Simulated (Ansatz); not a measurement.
Given:

GaAs (zinc blende)

```yaml
crystal:
  lattice:
    - [0.00000, 5.66556, 5.66556]
    - [2.83278, 0.00000, 2.83278]
    - [2.83278, 2.83278, 0.00000]
  atoms:
    - { symbol: As, position: [0.37500, 0.75000, 0.75000] }
    - { symbol: As, position: [0.87500, 0.75000, 0.75000] }
    - { symbol: Ga, position: [0.00000, 0.00000, 0.00000] }
    - { symbol: Ga, position: [0.50000, 0.00000, 0.00000] }
```

A phonon eigenvector at L = (0.5, 0.0, 0.0) is frozen into this cell: atom i moves by Q times the vector below, so Q is the largest atomic displacement, in Å. The cell is held. (q is in reciprocal vectors of the primitive cell; the cell shown is doubled to hold the pattern.)

```csv
atom,x,y,z
As1,-0.553,0.553,0.553
As2,0.553,-0.553,-0.553
Ga3,0.577,-0.577,-0.577
Ga4,-0.577,0.577,0.577
```

Method: r2SCAN (plane waves to 500 eV, PAW, scalar-relativistic; Ansatz, a quantum-chemistry and plane-wave program). k mesh 5×10×10 (Γ-centred), Fermi-Dirac smearing 0.05 eV. E stands for the smeared free energy. GaAs was relaxed with its symmetry unable to fall. The PAW data are Ansatz's earlier set. ΔE is measured from the undisplaced structure.

The scan covers Q from -0.280 to 0.280 Å in 13 points.

Question: Which space group does the distorted structure have?

Answer: R3m (No. 160), lowered from F-43m.

Question: What is the energy change at Q = 0.280 Å?

Answer: 2970 meV/cell.

Question: What harmonic wavenumber does the curvature at Q = 0 give?

Answer: 235 cm⁻¹.

(For displaced atoms, the force is minus the slope of the energy, and its curvature is a force constant, which sets phonon frequencies.)
